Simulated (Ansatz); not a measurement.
Ansatz (a program for electronic structure) input:

Ansatz 0.2 input:
```yaml
crystal:
  lattice:
    - [3.3504976861, 4.4118302045, 0.0]
    - [-3.3504976861, 4.4118302045, 0.0]
    - [-1.0682351757, 0.0, 4.8277362162]
  atoms:
    - { symbol: In, position: [0.6928353488, 0.6928353488, 0.0] }
    - { symbol: In, position: [0.3071646512, 0.3071646512, 0.0] }
    - { symbol: Ge, position: [0.7661815758, 0.2338184242, 0.5929729987] }
    - { symbol: Ge, position: [0.2338184242, 0.7661815758, 0.4070270013] }
    - { symbol: O, position: [0.0745405359, 0.5947274668, 0.2115906517] }
    - { symbol: O, position: [0.9254594641, 0.4052725332, 0.7884093483] }
    - { symbol: O, position: [0.5947274668, 0.0745405359, 0.7884093483] }
    - { symbol: O, position: [0.4052725332, 0.9254594641, 0.2115906517] }
    - { symbol: O, position: [0.0, 0.0, 0.5] }
    - { symbol: O, position: [0.4086506198, 0.5913493802, 0.7269393861] }
    - { symbol: O, position: [0.5913493802, 0.4086506198, 0.2730606139] }
kpoints:
  mp_grid: { grid: [5, 5, 5] }
hamiltonian:
  xc: r2scan
  pseudopotentials: { kind: paw }
scf:
  occupations: { method: fixed }
output:
  optics: { e_range: [0.0, 15.0], de: 0.05, sigma: 0.1, bands: { spectra_wanted_up_to: 12 eV } }
```

Output (shortened):

```
output.optics: the spectra are integrated over the Brillouin zone by k·p interpolation around the k-points, where levels, occupations, output.optics.sigma and …
Pseudopotential: In, paw, valence charge 13
Pseudopotential: Ge, paw, valence charge 14
Pseudopotential: O, paw, valence charge 6
Functional definition: r2SCAN
Crystal: 11 atoms, lattice volume = 142.726 Å³
Basis set: ecut = 500 eV, 3611 PW (Γ), exchange–correlation on 180×180×160 points (64 copies of the dense FFT grid, shifted against one another)
Bands: 59, of which v1, the nominal top of the filled ones, is band 48 counted from 1 (47 counted from 0)
Symmetry: 4 space group operations
Space group: C2/m (ITA 12), of the structure as read, at distance tolerance 5.2e-5 Å
k-points: 39 of 125
SCF iter   1: F=—  HF=-23811.385995 eV  |F-HF|=—  |Δ(HF+E_count)|=         —  Δρ=1.07e-2  dr2=1.04e-1  dr2_τ=5.13e-1  ethr=1.77e-3  ⟨swp⟩=5.0  Hψ=7882  notcnv=0  defer=349
preconditioner: auto → Resta (q_TF=auto, 2.554 Å⁻¹)
SCF iter   2: F=—  HF=-23811.542613 eV  |F-HF|=—  |Δ(HF+E_count)|=   1.57e-1  Δρ=5.80e-3  dr2=2.46e-2  dr2_τ=1.99e-3  ethr=1.08e-4  ⟨swp⟩=2.8  Hψ=4640  notcnv=0  defer=351
SCF iter   3: F=—  HF=-23811.542593 eV  |F-HF|=—  |Δ(HF+E_count)|=   2.05e-5  Δρ=1.45e-3  dr2=1.58e-3  dr2_τ=1.60e-4  ethr=2.56e-5  ⟨swp⟩=3.0  Hψ=3432  notcnv=0  defer=351
SCF iter   4: F=—  HF=-23811.542543 eV  |F-HF|=—  |Δ(HF+E_count)|=   5.03e-5  Δρ=3.69e-4  dr2=1.62e-4  dr2_τ=3.10e-5  ethr=1.65e-6  ⟨swp⟩=2.0  Hψ=4048  notcnv=0  defer=351
SCF iter   5: F=—  HF=-23811.542526 eV  |F-HF|=—  |Δ(HF+E_count)|=   1.67e-5  Δρ=1.27e-4  dr2=1.62e-5  dr2_τ=2.40e-6  ethr=1.69e-7  ⟨swp⟩=2.0  Hψ=3970  notcnv=0  defer=260
SCF iter   6: F=—  HF=-23811.542536 eV  |F-HF|=—  |Δ(HF+E_count)|=   1.02e-5  Δρ=4.52e-5  dr2=2.48e-6  dr2_τ=3.02e-7  ethr=1.69e-8  ⟨swp⟩=2.7  Hψ=3748  notcnv=0  defer=204
SCF iter   7: F=—  HF=-23811.542498 eV  |F-HF|=—  |Δ(HF+E_count)|=   3.76e-5  Δρ=1.53e-5  dr2=2.55e-7  dr2_τ=4.03e-8  ethr=2.58e-9  ⟨swp⟩=2.0  Hψ=3970  notcnv=0  defer=203
SCF iter   8: F=—  HF=-23811.542498 eV  |F-HF|=—  |Δ(HF+E_count)|=   2.77e-8  Δρ=5.01e-6  dr2=3.67e-8  dr2_τ=3.16e-9  ethr=2.65e-10  ⟨swp⟩=2.0  Hψ=3501  notcnv=0  defer=203
SCF iter  12: F=-23811.542498 eV  HF=-23811.542498 eV  |F-HF|=0.00e0  |Δ(HF+E_count)|=  6.91e-11  Δρ=4.09e-8  dr2=1.88e-12  dr2_τ=1.25e-13  ethr=1.00e-12  ⟨swp⟩=10.4  Hψ=8039  notcnv=0
SCF 1 converged in 12 iterations: F = -23811.542498 eV  dr2 = 1.88e-12
NSCF: frozen V_eff on 39 k-points
Optics k sum: 0 of 39 k-points
Optics k sum: 2 of 39 k-points
Optics k sum: 4 of 39 k-points
Optics k sum: 6 of 39 k-points
Optics k sum: 8 of 39 k-points
Optics k sum: 10 of 39 k-points
Optics k sum: 12 of 39 k-points
Optics k sum: 14 of 39 k-points
Optics k sum: 16 of 39 k-points
Optics k sum: 18 of 39 k-points
Optics k sum: 20 of 39 k-points
Optics k sum: 22 of 39 k-points
Optics k sum: 24 of 39 k-points
Optics k sum: 26 of 39 k-points
Optics k sum: 28 of 39 k-points
Optics k sum: 30 of 39 k-points
Optics k sum: 32 of 39 k-points
Optics k sum: 34 of 39 k-points
Optics k sum: 36 of 39 k-points
Optics k sum: 38 of 39 k-points
Optics k sum: 39 of 39 k-points
Optics k sum: 0 of 39 k-points
Optics k sum: 2 of 39 k-points
Optics k sum: 4 of 39 k-points
Optics k sum: 6 of 39 k-points
Optics k sum: 8 of 39 k-points
Optics k sum: 10 of 39 k-points
Optics k sum: 12 of 39 k-points
Optics k sum: 14 of 39 k-points
Optics k sum: 16 of 39 k-points
Optics k sum: 18 of 39 k-points
Optics k sum: 20 of 39 k-points
Optics k sum: 22 of 39 k-points
Optics k sum: 24 of 39 k-points
Optics k sum: 26 of 39 k-points
Optics k sum: 28 of 39 k-points
Optics k sum: 30 of 39 k-points
Optics k sum: 32 of 39 k-points
Optics k sum: 34 of 39 k-points
Optics k sum: 36 of 39 k-points
Optics k sum: 38 of 39 k-points
Optics k sum: 39 of 39 k-points
NSCF: frozen V_eff on 1 k-points
NSCF: frozen V_eff on 1 k-points
NSCF: frozen V_eff on 1 k-points
NSCF: frozen V_eff on 1 k-points
NSCF: frozen V_eff on 1 k-points
NSCF: frozen V_eff on 1 k-points
NSCF: frozen V_eff on 1 k-points
NSCF: frozen V_eff on 1 k-points
output.optics: what the bands over the 86 summed would add to eps1, eps2 and the energy-loss function is held between a lower and an upper bound (8 Lanczos …
SCF converged after 12 iterations
Free energy (F): -23811.542498 eV
Harris-Foulkes:  -23811.542498 eV  (|F-HF|=0.00e0)
Internal energy: -23811.542498 eV  (E = F + TS)
E sigma→0 (E₀):  -23811.542498 eV
Fermi energy:    6.072672 eV
--- Per-component energies (eV) ---
  E_band       = -493.289411
  E_kinetic    = 1950.681599
  E_local      = -10078.601553  (includes V_loc(G=0)·N_el)
  E_nonlocal   = 1934.740442
  E_hartree    = 4146.787503
  E_xc         = -1046.300175
  E_vxc        = -1078.709822  (∫ρ·V_xc dr)
  E_paw        = -13588.608479  (= ΣΔE_a)
  E_vpaw       = -1583.951926  (= ΣTr[D̂ρ^β])
  E_aug_tail   = 0.007547  (compensation charges beyond the density's cutoff)
  E_vtau       = 68.969248  (kinetic-family band-sum trace: ∫τ·v_τ [+ j·A + Jᵃ·Aᵃ] dr)
  E_ewald      = -7129.785357
  E_core_change = -0.464026  (= ΣΔE_core)
  E_smearing   =  0.000000  (= −TS)
  E_closure    = 0.000000  (closes the sum)
  Σ components = -23811.542498   (vs F -23811.542498, Δ=0.00e0)
  [band-id]    e_kinetic+e_local+e_nonlocal+2·e_hartree+e_vxc+e_vpaw+e_augmentation_tail+e_vtau = -493.289458   (vs E_band -493.289411, Δ=-4.75e-5)
--- Band table (eV; the first three rows and the last of 39) ---
  k-point 0: bands = ["-17.8005", "-17.6133", "-17.5937", "-17.5901", "-17.5885", "-17.5813", "-17.3315", "-17.3177", "-17.3063", "-17.2997", "-13.4788", "-12.1124", "-11.6202", "-11.5862", "-11.4666", "-11.3513", "-11.3307", "-6.4363", "-6.3392", "-6.3244", …
  k-point 1: bands = ["-17.8000", "-17.6140", "-17.5935", "-17.5912", "-17.5875", "-17.5829", "-17.3314", "-17.3178", "-17.3060", "-17.2995", "-13.3842", "-12.1643", "-11.6747", "-11.6020", "-11.5549", "-11.3730", "-11.2316", "-6.4259", "-6.3480", "-6.3212", …
  k-point 2: bands = ["-17.7993", "-17.6152", "-17.5931", "-17.5922", "-17.5867", "-17.5854", "-17.3312", "-17.3178", "-17.3056", "-17.2992", "-13.1800", "-12.3179", "-11.8698", "-11.5616", "-11.5263", "-11.4188", "-11.1703", "-6.4368", "-6.3718", "-6.3191", …
  k-point 38: bands = ["-17.8021", "-17.6091", "-17.5950", "-17.5938", "-17.5864", "-17.5847", "-17.3299", "-17.3191", "-17.3073", "-17.2981", "-13.1188", "-12.5205", "-11.7797", "-11.6953", "-11.4404", "-11.2705", "-11.1674", "-6.4604", "-6.4119", "-6.3630", …
```

Cost: about 9 core-minutes (a rough figure) on shared cores.

The first step of the workflow began from a Materials Project structure, measured or hypothetical; the Crystallography Open Database files this formula in space group No. 12, but the cells were not matched. Whether it is the stable phase at ambient conditions was not checked. Symmetry was held in the r²SCAN relaxation; whether a distortion lowers the energy is not shown. Scalar-relativistic: spin–orbit coupling is off unless named, which matters more the heavier the elements.

Potentials: the later of the program's two PAW sets.

Ansatz is a plane-wave DFT program.
